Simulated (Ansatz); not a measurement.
## BiF3-type GdCl₃

Method: PBEsol, scalar-relativistic; collinear spin; PAW, 420 eV, Γ-centred 8×8×8 mesh, 0.05 eV Gaussian smearing; code Ansatz; PAW files: Ansatz's generated set soft_2.

```
CELL_PARAMETERS angstrom
0.00000 3.42181 3.42181
3.42181 0.00000 3.42181
3.42181 3.42181 0.00000
ATOMIC_POSITIONS crystal
Gd 0.00000 0.00000 0.00000
Cl 0.50000 0.50000 0.50000
Cl 0.25000 0.25000 0.25000
Cl 0.75000 0.75000 0.75000
```

The start was a prototype's sites filled with these elements. The Crystallography Open Database lists the compound in space group P63/m, so this is a trial structure.

Magnetic state: ferromagnetic, site spin moments Gd 6.89 μB.

Cell and atoms are those of this level's equilibrium.

The cell has space group Fm-3m (read at 0.01 Å). In it the stress is 0.00, 0.00, 0.00, 0.00, 0.00, 0.00 GPa and the largest force component 0.000 eV/Å. Each change below starts from this cell, without further relaxation. Stress is in GPa, positive in compression, in the order xx, yy, zz, yz, xz, xy; energies are counted from the cell above.

Problem. What happens when atom 3 (Cl) is moved by 0.08 Å along x?

Solution. The energy changes by 17.1 meV per cell, and the force on it along the shift is -0.428 eV/Å (−F/u = 5.35 eV/Å²). Stress: 0.09, 0.11, 0.11, 0.79, 0.00, 0.00. The gap on the mesh goes from 0.91 eV to 0.83 eV.
```
atom  Fx (eV/Å)     Fy     Fz
 Gd1      0.078  0.000  0.000
 Cl2      0.239  0.000  0.000
 Cl3     -0.428  0.000  0.000
 Cl4      0.110  0.000  0.000
```
In a harmonic crystal the energy would rise by −½F·u = ½ × 5.35 × 0.08² eV = 17.1 meV, which matches.

Problem. What stress follows from an engineering strain of 2 % in xy, atoms carried along?

Solution. 0.04, 0.04, 0.06, 0.00, 0.00, -0.98 GPa; the energy changes by 4.9 meV per cell. The gap on the mesh goes from 0.91 eV to 0.89 eV.
```tsv
atom	Fx (eV/Å)	Fy	Fz
Gd1	0.000	0.000	0.000
Cl2	0.000	0.000	0.000
Cl3	0.000	0.000	0.099
Cl4	0.000	0.000	-0.099
```
The change of the stress over the strain gives a clamped-atom stiffness of about 49 GPa for this component.
In a harmonic crystal the energy would rise by V(½Cε² − σ₀ε), with σ₀ the stress of the unstrained cell, = 4.9 meV, which matches.

Semilocal functionals without a U place occupied f levels too high and empty ones too low, so gaps that touch them come out too small. Scalar-relativistic only: spin–orbit splittings of the heavy atoms' levels are missing. Site moments are of spin, integrated over atomic spheres. Only parallel moments were tried, so the real magnetic order may be another.
